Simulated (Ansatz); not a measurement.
SrHfO$_{3}$:
```
SrHfO3
1.0
    4.10580     0.00000     0.00000
    0.00000     4.10580     0.00000
    0.00000     0.00000     4.10580
Sr Hf O
1 1 3
Cartesian
  2.05290   2.05290   2.05290
  0.00000   0.00000   0.00000
  0.00000   2.05290   0.00000
  2.05290   0.00000   0.00000
  0.00000   0.00000   2.05290
```

The program Ansatz at the PBEsol level (PAW) gives a gap of 3.72 eV without spin–orbit coupling, maximum at R, minimum at Γ.

Question: What happens when spin–orbit coupling is switched on?

Answer: The gap drops by 0.08 eV, to 3.64 eV; maximum at R, minimum at Γ.

Question: Give the electron effective mass with spin–orbit coupling, band 1 of 2 at the edge.

Answer: 0.75 along [100], 0.58 along [110], 0.49 along [111] (mₑ).

Question: Give the electron effective mass with spin–orbit coupling, band 2 of 2 at the edge.

Answer: 0.33 along [100], 0.38 along [110], 0.44 along [111] (mₑ).

Space group Pm-3m (cubic perovskite). The first step of the workflow began from a Materials Project structure, measured or hypothetical; the Crystallography Open Database files this formula in space group No. 221, but the cells were not matched. Its standing as an ambient phase is unchecked. The PBEsol relaxation kept the symmetry of its start; whether a distortion lowers the energy is not shown. No spin polarisation was allowed.

Potentials: the later of the program's two PAW sets.
